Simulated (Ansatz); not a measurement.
AlCuGeSe4 in space group I-4 (No. 82; Al on 2c, Cu on 2a, Ge on 2b, Se on 8g) at seven volumes, DFT-r²SCAN in the program Ansatz with PAW potentials, shape and atoms relaxed at each. One row is withheld.

```csv
V (Å³/atom),P (GPa)
21.300,5.37
22.002,?
22.704,1.48
23.407,0.00
24.109,-1.25
24.811,-2.30
25.513,-3.19
```

### Question
Fit the shown pressures and predict the withheld one.

### Answer
P = (3/2)B₀(x^(7/2) − x^(5/2))[1 + (3/4)(B′ − 4)(x − 1)] with x = (V₀/V)^(2/3). Least squares on the six rows gives V₀ = 23.406 Å³/atom, B₀ = 45.4 GPa, B′ = 4.79. At V = 22.002, x = 1.0421 and P = 3.26 GPa. The run itself gave 3.26 GPa.

The workflow started from a Materials Project entry (that database holds measured and hypothetical structures alike); the Crystallography Open Database copy checked does not list it. Whether it is the stable phase at ambient conditions was not checked. The r²SCAN relaxation kept the symmetry of its start; its stability against distortions is not shown here. No spin polarisation was allowed.

Potentials: the later of the program's two PAW sets.
